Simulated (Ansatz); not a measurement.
The calculation used DFT PBE, scalar-relativistic, plane waves, PAW in Ansatz 0.2.0. All cells share a 420 eV cutoff and Γ-centred k meshes spaced about 0.3 Å⁻¹ or finer (0.25 for metals, 2π included). No spin polarisation.

This relaxed Be3S5 cell comes from a structure search over trial cells.

```cif
data_structure
_symmetry_space_group_name_H-M 'P1'
_symmetry_Int_Tables_number 1
_cell_length_a 3.5372
_cell_length_b 3.5491
_cell_length_c 10.9127
_cell_angle_alpha 81.672
_cell_angle_beta 80.683
_cell_angle_gamma 88.361
_cell_volume 133.76
loop_
_atom_site_label
_atom_site_type_symbol
_atom_site_symmetry_multiplicity
_atom_site_Wyckoff_symbol
_atom_site_fract_x
_atom_site_fract_y
_atom_site_fract_z
_atom_site_occupancy
Be1 Be 1 a 0.34940 0.30618 0.38464 1
Be2 Be 1 a 0.71000 0.72284 0.61427 1
Be3 Be 1 a 0.94388 0.06470 0.99997 1
S1 S 1 a 0.81737 0.51174 0.10346 1
S2 S 1 a 0.89517 0.25074 0.28323 1
S3 S 1 a 0.26861 0.75345 0.49919 1
S4 S 1 a 0.50811 0.97037 0.90014 1
S5 S 1 a 0.75747 0.16998 0.71510 1
```

Problem. Does it survive phonon and random-displacement tests?

Solution. As far as tested, yes. The phonons at Γ show no imaginary mode. After random moves of the atoms it relaxes back. Other q points weren't tested. The optical modes at Γ run from 96 to 618 cm⁻¹ without the long-range field that lifts LO modes in polar insulators. Around Be on its first site lie 4 S at 2.08–2.17 Å; Be on its second site has 4 S at 2.08–2.16 Å; around Be on its third site lie 4 S at 2.08–2.16 Å; around S on its first site lie 2 Be at 2.08–2.14 Å and 1 S at 2.10 Å; 4 more sites not described.

